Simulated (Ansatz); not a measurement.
SnO:
```yaml
crystal:
  lattice:
    - [0.00000, 2.70490, 2.70490]
    - [2.70490, 0.00000, 2.70490]
    - [2.70490, 2.70490, 0.00000]
  atoms:
    - { symbol: O, position: [0.25000, 0.25000, 0.25000] }
    - { symbol: Sn, position: [0.00000, 0.00000, 0.00000] }
```

Relaxed with r²SCAN.

### Question
Map the electron localisation function on the plane through (0.250, 0.250, 0.250) spanned by u = [1, 0, 0] and v = [-1, 1, 1] in lattice vectors, from DFT-r²SCAN in the program Ansatz with PAW potentials.

### Answer
x is the fraction of u, y of v (the angle between them is 90°; rows are the nearest grid lines); atoms in the plane: O at (0.00, 0.00), Sn at (0.50, 0.75).
```
y \ x   0.000  0.105  0.158  0.263  0.368  0.474  0.526  0.632  0.737  0.842  0.895   1.00
------  -----  -----  -----  -----  -----  -----  -----  -----  -----  -----  -----  -----
1.00    0.281  0.753  0.819  0.455  0.169  0.280  0.280  0.169  0.455  0.819  0.753  0.281
0.926   0.751  0.824  0.780  0.273  0.240  0.348  0.348  0.241  0.273  0.780  0.823  0.751
0.852   0.740  0.600  0.390  0.198  0.261  0.125  0.125  0.261  0.198  0.390  0.600  0.740
0.778   0.253  0.186  0.188  0.304  0.093  0.001  0.002  0.093  0.304  0.188  0.186  0.253
0.704   0.091  0.188  0.294  0.378  0.130  0.003  0.003  0.129  0.378  0.294  0.188  0.091
0.630   0.066  0.203  0.359  0.393  0.361  0.224  0.224  0.362  0.393  0.360  0.203  0.066
0.556   0.046  0.104  0.203  0.380  0.342  0.330  0.330  0.342  0.381  0.203  0.104  0.046
0.444   0.046  0.044  0.047  0.072  0.116  0.140  0.140  0.116  0.072  0.047  0.044  0.046
0.370   0.066  0.057  0.049  0.034  0.032  0.034  0.035  0.032  0.034  0.049  0.057  0.066
0.296   0.091  0.080  0.067  0.037  0.019  0.013  0.013  0.019  0.037  0.067  0.080  0.091
0.222   0.253  0.203  0.156  0.074  0.026  0.012  0.012  0.026  0.074  0.156  0.203  0.253
0.148   0.740  0.656  0.539  0.227  0.060  0.027  0.027  0.060  0.227  0.539  0.656  0.740
0.0741  0.751  0.815  0.788  0.436  0.109  0.096  0.096  0.109  0.436  0.788  0.815  0.751
0.000   0.281  0.753  0.819  0.455  0.169  0.280  0.280  0.169  0.455  0.819  0.753  0.281
```

The density is the valence pseudo-density with augmentation charge, so density and ELF within about 1 Å of a nucleus are not all-electron values.

Space group F-43m (zinc blende). The start of the workflow was typed in or built on a structure type; neither database checked (COD, Materials Project) lists it. It is not the phase usual at ambient conditions (space group No. 129). The r²SCAN relaxation kept the symmetry of its start. At this level the phase is mechanically unstable. The volume moved by 18 % from the start of the relaxation. Spin–orbit coupling is left out wherever it is not named.

Potentials: the later of the program's two PAW sets.
